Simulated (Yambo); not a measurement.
Lu2SeO2 (space group P-3m1, No. 164): a test of whether the lowest BSE state is resolved, against the k mesh (Yambo, PBEsol bands; otherwise 6 valence and 7 conduction bands, static screening with 67 bands and a 3 Ry block, scissor 1.74 eV, Tamm-Dancoff).

```
k mesh  direct gap (eV)  lowest state (eV)  difference (eV)  k points taking part  rough cost
------  ---------------  -----------------  ---------------  --------------------  ----------
3×3×2              3.68               3.26             0.42                   1.0   about 1/8
6×6×2              3.68               3.36             0.31                   1.0   about 1/2
6×6×4              3.68               3.41             0.27                   1.1           1
```

The last step moves the difference by 0.05 eV. Even the densest mesh doesn't resolve the state: none of these energies is a result, and the difference is no binding energy.

These are vertical excitations (zero momentum). The scissor comes from a G0W0 run whose convergence isn't established; costs are rough.

Spin-orbit splittings are left out. The 4f states are in the valence at their DFT position.

The standard potential for Se keeps a d shell in the valence without the s and p states of that shell. In tests on such compounds this moved G0W0 gaps by up to about 0.9 eV, so absolute quasiparticle energies here are unreliable; differences between settings are what counts.

Geometry of the Materials Project entry, not relaxed at this level; primitive cell a = 3.7161 Å, b = 3.7161 Å, c = 6.6468 Å, α = 90.00°, β = 90.00°, γ = 120.00°.

The structure is a Materials Project entry; no match was found in the copy of COD used, and its stability was not checked.
